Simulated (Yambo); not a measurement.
Convergence of the G0W0 gap of Ba$_{2}$MgMoO$_{6}$

G0W0@PBEsol for Ba$_{2}$MgMoO$_{6}$ (space group Fm-3m, No. 225) in Yambo. Reference settings: 2×2×2 Γ-centred k mesh, bands 3 to 214 and a 7 Ry block in the screening, 214 bands in G with the Bruneval-Gonze terminator, plasmon pole fitted at 27.2 eV. The PBEsol gap Γ → X on this mesh is 2.00 eV; G0W0 gaps are taken between the same points.

```csv
change from the reference,G0W0 gap Γ → X (eV),shift of the valence edge (eV),rough Yambo cost
reference settings,3.47,-0.34,1
"91 bands in W, 91 bands in G",3.64,-0.13,about 1/2
"143 bands in W, 143 bands in G",3.53,-0.26,within a factor of two
91 bands in G,3.51,-0.29,–
143 bands in G,3.49,-0.33,–
109 bands in W,3.55,-0.22,within a factor of two
1 Ry block,4.43,-0.85,within a factor of two
3 Ry block,3.63,-0.35,within a factor of two
6 Ry block,3.47,-0.33,within a factor of two
pole fitted at 10 eV,3.41,-0.24,–
no random integration,3.40,-0.08,–
"91 bands in G, no terminator",3.71,0.40,–
"143 bands in G, no terminator",3.60,0.07,–
no terminator,3.52,-0.12,–
```

The reference isn't shown to be the converged limit. Costs are rough (shared machines), scaled to the same edge states, and given only for runs that recompute the screening.

Spin-orbit splittings are left out.

Geometry of the Materials Project entry, not relaxed at this level; primitive cell a = 5.807 Å, b = 5.807 Å, c = 5.807 Å, α = 60.00°, β = 60.00°, γ = 60.00°.

The structure is a Materials Project entry; no match was found in the copy of COD used, and its stability was not checked.

A shift is the quasiparticle energy of the state minus its PBEsol energy.
